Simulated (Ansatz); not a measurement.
Relaxing a structure of TiB₂

The start is a relaxed TiB2 cell, doubled along one cell vector, shaken by Gaussian noise of σ = 0.08 Å a coordinate. The cell and all atomic positions are relaxed at zero pressure with PBE (plane waves to 420 eV, PAW, scalar-relativistic; Ansatz, a quantum-chemistry and plane-wave program). First-step values are on the input's coarse k-mesh.

Ansatz input (later rounds restart from its end on a renewed k-mesh):
Ansatz 0.2 input:
```yaml
crystal:
  lattice:
    - [3.0317859512, 0, 0]
    - [-1.5158929756, 2.6256036525, 0]
    - [0, 0, 14.2965774072]
  atoms:
    - { symbol: B, position: [0.3619717804, 0.7207935163, 0.0337976383] }
    - { symbol: B, position: [0.3328518464, 0.6485308156, 0.5203849968] }
    - { symbol: B, position: [0.6856550396, 0.321633993, 0.2760993228] }
    - { symbol: B, position: [0.6612839508, 0.3653250245, 0.7737590118] }
    - { symbol: B, position: [-0.0117079511, -0.0215117594, 0.0522486796] }
    - { symbol: B, position: [0.0225639503, 0.0209189062, 0.549781038] }
    - { symbol: B, position: [0.0465406099, 0.0384660841, 0.2987919105] }
    - { symbol: B, position: [0.0086543528, 0.0052030038, 0.7911120874] }
    - { symbol: Ti, position: [0.3196937853, 0.6327019655, 0.1776354486] }
    - { symbol: Ti, position: [0.2758058831, 0.6228827992, 0.6718355928] }
    - { symbol: Ti, position: [0.6786093167, 0.3513058041, 0.4164461255] }
    - { symbol: Ti, position: [0.6789950881, 0.3590524109, 0.9249641396] }
basis: { ecutwfc: 420, ecutrho_ratio: 4, xc_grid: 2, fft_grid_basis: typed }
kpoints: { mp_grid: { grid: [9, 9, 2] } }
hamiltonian:
  xc: pbe
  dispersion: none
  pseudopotentials: { azcp: { folder: ./paw }, kind: paw }
scf: { occupations: { method: fermi_dirac, width: 0.05 } }
relax: { f_tol: 0.01, max_steps: 100, cell: { stress_tol: 0.02 } }
output: { forces: true, stress: true }
```

* **Initial pressure**: +3 GPa (positive: the cell is compressed)
* **Largest initial force**: about 3.1 eV/Å, on Ti11 (atoms numbered as listed)
* **Shortest distances (start → end)**: The closest pairs of elements (up to four, under 3.6 Å), start → end: B–B 1.67 → 1.78 Å; B–Ti 2.01 → 2.17 Å; Ti–Ti 3.03 → 3.03 Å
* **Band gap at the end**: zero (metallic)
* **Optimiser moves**: 5

The end point of the relaxation:

Space group P6₃mc (No. 186); a = b = 3.0317 Å, c = 7.1485 Å, α = β = 90.00°, γ = 120.00°

```json
[
 {"atom": "B", "site": "2b", "symmetry": "3m.", "x": "0.3333", "y": "0.6667", "z": "0.4521"},
 {"atom": "B", "site": "2a", "symmetry": "3m.", "x": "0.0000", "y": "0.0000", "z": "0.4061"},
 {"atom": "Ti", "site": "2b", "symmetry": "3m.", "x": "0.3333", "y": "0.6667", "z": "0.1484"}
]
```

Final values are on a 18×18×7 k-mesh of the relaxed cell. No spin polarisation in the result.

The relaxed structure here is a generated cell of TiB2: the first start was made by placing the elements on the sites of a structure type, and the end was not matched to a known phase here, so it may be hypothetical. Known forms of TiB2 include space group No. 191.
